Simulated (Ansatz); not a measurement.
ReO3-type NiCl3

The computed numbers are results of PBEsol, scalar-relativistic (collinear spin) in the plane-wave PAW code Ansatz at 420 eV, 6×6×6 k-mesh, Gaussian smearing of 0.05 eV. The datasets are Ansatz's generated set soft_2.

```
Ni Cl
1.0
     4.51950    0.00000    0.00000
     0.00000    4.51950    0.00000
     0.00000    0.00000    4.51950
Ni Cl
1 3
Direct
  0.00000 0.00000 0.00000
  0.50000 0.00000 0.00000
  0.00000 0.00000 0.50000
  0.00000 0.50000 0.00000
```

The start was a prototype's sites filled with these elements, not a measured cell. The ideal cubic cell shuts out tilts of the octahedra, which such structures often take.

Magnetic state: weakly polarised, site spin moments Ni 0.08 μB.

The cell is relaxed to zero pressure at this level.

The cell has space group Pm-3m (read at 0.01 Å). In it the stress is -0.01, -0.01, -0.01, 0.00, 0.00, 0.00 GPa and the largest force component 0.000 eV/Å. Each change below starts from this cell, without further relaxation. Stress is in GPa, positive in compression, in the order xx, yy, zz, yz, xz, xy; energies are counted from the cell above and are free energies with the smearing's entropy, which match forces and stress in a metal.

Task: What happens when atom 1 (Ni) is moved by 0.08 Å along z?

Result: The energy changes by -3.0 meV per cell, and the force on it along the shift is 0.0405 eV/Å (−F/u = -0.51 eV/Å²). Stress: -0.10, -0.10, 0.71, 0.00, 0.00, 0.00.
```
atom  Fx (eV/Å)     Fy      Fz
 Ni1      0.000  0.000   0.041
 Cl2      0.000  0.000  -0.214
 Cl3      0.000  0.000   0.388
 Cl4      0.000  0.000  -0.214
```

Task: What stress follows from an engineering strain of -2 % in yy, atoms carried along?

Result: 0.68, 2.35, 0.68, 0.00, 0.00, 0.00 GPa; the energy changes by 13.1 meV per cell.
The change of the stress over the strain gives a clamped-atom stiffness of about 118 GPa for this component, a secant value that lies under the elastic constant in tension and over it in compression, by several per cent for each per cent of strain.
In a harmonic crystal the energy would rise by V(½Cε² − σ₀ε), with σ₀ the stress of the unstrained cell, = 13.5 meV, close to the run's value; the rest has the sign of the anharmonic part, which a secant stiffness overstates.

So small a moment in a metal hangs on mesh and smearing, and semilocal functionals can overstate it, so the real crystal may have none. Site moments are of spin, integrated over atomic spheres. A displaced or strained copy of the relaxed cell lay 0.9 meV/atom lower, so on this mesh the structure isn't a minimum; in a metal a finer mesh can change so small a difference. No antiparallel order was tried, and in such compounds it can hold moments and open a gap where a parallel start collapses.
